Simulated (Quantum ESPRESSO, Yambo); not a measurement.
For YOF (space group R-3m, No. 166), Yambo gives the independent-particle static dielectric constant along x as 3.68 on PBEsol bands and 3.21 after a scissor of 2.22 eV widens every gap (8×8×8 mesh, 69 bands, 3 Ry local-field block, 0.2 eV broadening). Axes are Cartesian, with cell vectors (Å) (1.90, 1.10, 6.30), (-1.90, 1.10, 6.30), (0.00, -2.19, 6.30).

Q: A scissor keeps the position matrix elements. In a one-oscillator model, how does ε − 1 scale, and what mean transition energy do the two values imply?

A: Each transition adds |r|²/E to ε − 1, so ε − 1 ∝ 1/(E0 + Δ). Then (3.21 − 1)/(3.68 − 1) = E0/(E0 + Δ) = 0.825, and E0 = Δ(ε' − 1)/(ε − ε') = 10.4 eV. The computed Im ε, weighted by 1/E up to 20 eV, has its mean at 9.5 eV; the smallest direct PBEsol gap is 4.94 eV. The scissor comes from a G0W0 run whose convergence isn't established. Convergence of the RPA response with its 8×8×8 mesh was not tested.

Bands from Quantum ESPRESSO.

Geometry of the Materials Project entry, not relaxed at this level; primitive cell a = b = c = 6.667 Å, α = β = γ = 33.08°.
